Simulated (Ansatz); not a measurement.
**MgTi8O16 — 47Ti nuclear quadrupole resonance**

Cell: a computed structure from the Materials Project (it need not be an observed phase), taken as it stands.

Space group P-1 (No. 2); a = 5.3327, b = 5.6034, c = 9.2990 Å, α = 88.16°, β = 87.99°, γ = 89.99°.

```csv
site,Wyckoff,site symmetry,x,y,z
Mg,1h,-1,0.5000,0.5000,0.5000
Ti2,2i,1,0.9149,0.6220,0.6465
Ti3,2i,1,0.3831,0.3915,0.8779
Ti4,2i,1,0.6223,0.0737,0.3583
Ti5,2i,1,0.1344,0.8797,0.1199
O10,2i,1,0.5433,0.5909,0.7183
O11,2i,1,0.0513,0.3961,0.7727
O12,2i,1,0.9532,0.1022,0.2676
O13,2i,1,0.4445,0.9002,0.2293
O18,2i,1,0.1858,0.1447,0.9884
O19,2i,1,0.6667,0.8331,0.5024
O20,2i,1,0.3117,0.6493,0.0056
O21,2i,1,0.8245,0.3422,0.4918
```

One atom of each set is listed.

Method: Kohn–Sham DFT in Ansatz, r2SCAN, plane waves and PAW, scalar-relativistic, 500 eV cutoff, Γ-centred 6×6×4 k-points, Fermi–Dirac smearing 0.05 eV.

47Ti: I = 5/2, Q = 302.0 mb (year-2017 value). Static lattice, zero field.

**Question.** Predict the zero-field 47Ti lines of each site.

**Answer.** For I = 5/2 and η = 0 the lines are 3|C_Q|/20 and twice that; η pulls their ratio below 2. At large η the states mix, and weaker lines appear at sums of the main ones; lines under 5 % of the strongest are left out.

| site | atoms | V_zz (10²¹ V/m²) | C_Q (MHz) | η | line frequencies (MHz) |
| --- | --- | --- | --- | --- | --- |
| Ti2 | 2 | -2.93 | -21.4 | 0.84 | 5.09, 5.80, 10.9 |
| Ti3 | 2 | 0.81 | 5.94 | 0.69 | 1.27, 1.65, 2.92 |
| Ti4 | 2 | 2.27 | 16.6 | 0.73 | 3.63, 4.59, 8.22 |
| Ti5 | 2 | -0.95 | -6.93 | 0.77 | 1.56, 1.90, 3.47 |

**Question.** And for ⁴⁹Ti (I = 7/2, Q = 247.0 mb) on Ti2?

**Answer.** C_Q scales with Q to -17.5 MHz, with lines at 2.29, 2.95, 3.46 MHz.

At this cell the r2SCAN pressure is -6 GPa, so with r2SCAN the cell would shrink if it were relaxed. The entry's cell may itself be off. The run finds no gap above 0.1 eV (a metal, or nearly one), so the gradients can move by 10 % or more with the k-mesh. Semilocal functionals can leave a metal where correlation in the d or f shell opens a gap in the real compound, and that would change the values at and beside Ti.

The run took 91 s of wall time (3 min of CPU time) and 2.7 GiB at its peak, on 2 threads of AMD EPYC 9R45 96-Core Processor (Zen 5) (x86_64; 44 cores open to the job, memory cap 5.0 GiB, no GPU), a shared host with a load of 0.5 a core.
